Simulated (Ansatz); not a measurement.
Ti2O3 (corundum, R-3c) under volume change, DFT-r²SCAN in the program Ansatz with PAW potentials, shape and atoms relaxed at each volume.

```
V (Å³/atom)  E − E(relaxed) (meV/atom)  P (GPa)
-----------  -------------------------  -------
9.385                             71.7    26.95
9.695                             30.1    16.47
10.004                             7.1     7.57
10.314                             0.0     0.01
10.623                             6.3    -6.36
10.932                            23.9   -11.67
11.242                            50.8   -15.96
```

Q: What does a third-order Birch–Murnaghan fit give for V₀, B₀ and B′?

A: V₀ = 10.31 Å³/atom, B₀ = 229 GPa, B′ = 4.7.

The workflow started from a Materials Project entry (that database holds measured and hypothetical structures alike); the Crystallography Open Database files this formula in space group No. 167, but the cells were not matched. Its standing as an ambient phase is unchecked. The cell was relaxed with r²SCAN under the symmetry of its start; of distortions, only those at the zone centre were tested. No spin polarisation was allowed.

Potentials: the later of the program's two PAW sets.
